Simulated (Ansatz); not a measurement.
Relaxed-ion elastic tensor of C in space group P6_122 (No. 178; C on 6b) in GPa (Voigt order), the program Ansatz at the r²SCAN level (PAW); density 3.24 g/cm³, 6.16 Å³ per atom.

|  | 1 | 2 | 3 | 4 | 5 | 6 |
|---|---|---|---|---|---|---|
| 1 | 954 | 177 | 119 | 0.0 | 0.0 | 0.0 |
| 2 | 177 | 954 | 119 | 0.0 | 0.0 | 0.0 |
| 3 | 119 | 119 | 901 | 0.0 | 0.0 | 0.0 |
| 4 | 0.0 | 0.0 | 0.0 | 520 | 0.0 | 0.0 |
| 5 | 0.0 | 0.0 | 0.0 | 0.0 | 520 | 0.0 |
| 6 | 0.0 | 0.0 | 0.0 | 0.0 | 0.0 | 389 |

Is the crystal mechanically stable?

Yes: the smallest eigenvalue of C is 389 GPa.

Work out the Voigt, Reuss and Hill averages.

K_V = 404, K_R = 403, K_H = 404; G_V = 445, G_R = 437, G_H = 441 GPa.

Give Young's modulus, Poisson's ratio, Pugh's ratio and the universal anisotropy index.

E = 9KG/(3K + G) = 970 GPa; ν = 0.10; K/G = 0.91 (brittle by the Pugh limit of 1.75); A_U = 5G_V/G_R + K_V/K_R − 6 = 0.10.

Estimate the sound speeds and the Debye temperature.

v_l = √((K + 4G/3)/ρ) = 17500 m/s, v_t = √(G/ρ) = 11700 m/s, mean 12800 m/s; Θ = (h/k)(3n/4πV)^(1/3) v_m = 2070 K.

How much does each axis shrink under pressure?

Linear compressibilities β_i = Σ_j S_ij (j = 1 to 3): x 0.79, y 0.79, z 0.90 per TPa.

The start of the workflow was typed in or built on a structure type; neither database checked (COD, Materials Project) lists it. It is not the phase usual at ambient conditions (space group No. 194, 227). The cell was relaxed with r²SCAN under the symmetry of its start; its stability against distortions is not shown here.

Potentials: the earlier of the program's two PAW sets.
